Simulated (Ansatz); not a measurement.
PbSe:
```
CELL_PARAMETERS angstrom
      4.22875     0.00000     0.00000
     -2.11438     3.66221     0.00000
      0.00000     0.00000     3.93221
ATOMIC_POSITIONS crystal
  Pb 0.00000 0.00000 0.00000
  Se 0.66667 0.33333 0.50000
```

Relaxed with PBE. Special points in fractions of this cell's reciprocal vectors: Γ (0.000, 0.000, 0.000); M (0.500, 0.000, 0.000); K (0.333, 0.333, 0.000); A (0.000, 0.000, 0.500); L (0.500, 0.000, 0.500); H (0.333, 0.333, 0.500).

Question: List the band energies nearest the Fermi level at these points for the program Ansatz at the PBE level (PAW).

Answer: In eV from the Fermi level; about four levels below and three above (degenerate sets whole), none deeper than 8.9 eV; points with the same levels are listed once.

```
k                    below                above
-  -----------------------  -------------------
Γ  -6.65 -1.89 -1.35 -1.35       3.25 3.25 5.11
M  -8.34 -2.41 -1.74 -0.81       1.98 3.53 5.13
K        -8.44 -3.83 -0.63       0.27 1.64 3.35
A        -8.79 -0.68 -0.68  0.11 0.80 3.40 3.40
L  -7.45 -3.81 -3.79 -1.07       1.92 2.81 2.82
H  -3.85 -3.67 -2.03 -0.27       4.44 5.81 7.87
```

Space group P-6m2. The cell is a constructed one: a structure type filled with these elements; neither database checked (COD, Materials Project) lists it. It is not the phase usual at ambient conditions (space group No. 225). Symmetry was held in the PBE relaxation; its stability against distortions is not shown here. Spin–orbit coupling is left out wherever it is not named.

Potentials: the later of the program's two PAW sets.
